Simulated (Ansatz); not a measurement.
Trial structure of Sr, not yet relaxed:

```yaml
crystal:
  lattice:
    - [0.00000, 4.34867, 4.34867]
    - [4.34867, 0.00000, 4.34867]
    - [4.34867, 4.34867, 0.00000]
  atoms:
    - { symbol: Sr, position: [0.25000, 0.25000, 0.25000] }
    - { symbol: Sr, position: [0.75000, 0.75000, 0.75000] }
    - { symbol: Sr, position: [0.50000, 0.50000, 0.50000] }
```

The calculation used Ansatz 0.2.0, DFT PBE, scalar-relativistic, plane waves, PAW. Plane waves to 420 eV, a k mesh through Γ of 4×4×4 on the computed 3-atom cell and Gaussian smearing (0.10 eV); no spin polarisation.

Energies count from the standard state of Sr at the same level.

**Question.** What does a single point on this coarse mesh give?

**Answer.** The pressure is 2.7 GPa (it wants to expand), the largest force is 0.00 eV/Å (symmetry fixes the atoms), and the energy is +0.52 eV/atom against the standard state. The shortest distance is 3.77 Å.

**Question.** How much does it gain on relaxing, and where does it end?

**Answer.** Relaxing gains about 0.11 eV/atom (the start's value is from the coarse mesh, so the gain is rough) in 8 ionic steps and ends at +0.41 eV/atom on the finer mesh. The symmetry stays Fm-3m (No. 225). The volume per atom grows by 27.1 %, from 54.8 to 69.7 Å³. The shortest distance goes from 3.77 Å (Sr–Sr) to 4.08 Å (Sr–Sr). Conventional cell: a = 9.422 Å. Sr on a site of symmetry -43m is surrounded by 4 Sr at 4.08 Å and 6 Sr at 4.71 Å; around Sr on a site of symmetry m-3m lie 8 Sr at 4.08 Å.

The last run used a 10×10×10 mesh for its 3-atom cell and Gaussian smearing of 0.10 eV. The relaxation can't lower the symmetry of the start. Symmetry constrained the relaxation, so the result can be a saddle point.
